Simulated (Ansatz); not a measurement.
# Zn2CdSe3 (P6_3mc) at 3 levels of theory

One geometry, relaxed with PBE; plane waves with PAW potentials in Ansatz, scalar-relativistic. No spin polarisation. Gaps are the least over mesh and band path; pressure is positive in compression.

Space group P6_3mc (No. 186). a = 4.148 Å, b = 4.148 Å, c = 20.570 Å, α = 90.00°, β = 90.00°, γ = 120.00°
| atom | site | symmetry | x | y | z |
| --- | --- | --- | --- | --- | --- |
| Zn | 2b | 3m. | 0.3333 | 0.6667 | 0.9977 |
| Zn | 2b | 3m. | 0.3333 | 0.6667 | 0.3387 |
| Cd | 2b | 3m. | 0.3333 | 0.6667 | 0.6705 |
| Se | 2b | 3m. | 0.3333 | 0.6667 | 0.1182 |
| Se | 2b | 3m. | 0.3333 | 0.6667 | 0.4597 |
| Se | 2b | 3m. | 0.3333 | 0.6667 | 0.8003 |

| level | cutoff (eV) | k mesh | gap (eV) | pressure (GPa) |
| --- | --- | --- | --- | --- |
| PBE | 420 | 6×6×2 | 0.73 | 0.0 |
| r2SCAN | 500 | 6×6×2 | 1.26 | -1.9 |
| PBEsol | 420 | 6×6×2 | 0.62 | -2.9 |

The cell was found from a structure generator's guess, not taken from experiment.
